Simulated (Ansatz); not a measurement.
HfIr₃:
```xyz
4
Lattice="3.9235 0.0000 0.0000 0.0000 3.9235 0.0000 0.0000 0.0000 3.9235" Properties=species:S:1:pos:R:3 pbc="T T T"
Hf     0.0000     0.0000     0.0000
Ir     0.0000     1.9618     1.9618
Ir     1.9618     0.0000     1.9618
Ir     1.9618     1.9618     0.0000
```

Relaxed with PBEsol. Special points in fractions of this cell's reciprocal vectors: Γ (0.000, 0.000, 0.000); X (0.000, 0.500, 0.000); M (0.500, 0.500, 0.000); R (0.500, 0.500, 0.500).

Q: List the band energies nearest the Fermi level at these points for the program Ansatz at the PBEsol with spin–orbit coupling level (PAW).

A: In eV from the Fermi level; about four levels below and three above (degenerate sets whole), none deeper than 8.9 eV; points with the same levels are listed once.

```
k                                below                above
-  -----------------------------------  -------------------
Γ  -2.63 -2.63 -2.63 -2.63 -1.94 -1.94  0.05 0.05 0.05 0.05
X              -1.08 -1.08 -0.90 -0.90  0.45 0.45 1.90 1.90
M              -0.62 -0.62 -0.60 -0.60  2.85 2.85 2.89 2.89
R  -1.60 -1.60 -1.60 -1.60 -0.38 -0.38  0.66 0.66 0.66 0.66
```

Space group Pm-3m (Cu3Au type). The workflow started from a Materials Project entry (that database holds measured and hypothetical structures alike); the Crystallography Open Database files this formula in space group No. 221, but the cells were not matched. Its standing as an ambient phase is unchecked. Symmetry was held in the PBEsol relaxation; of distortions, only those at the zone centre were tested. No spin polarisation was allowed.

Potentials: the later of the program's two PAW sets.
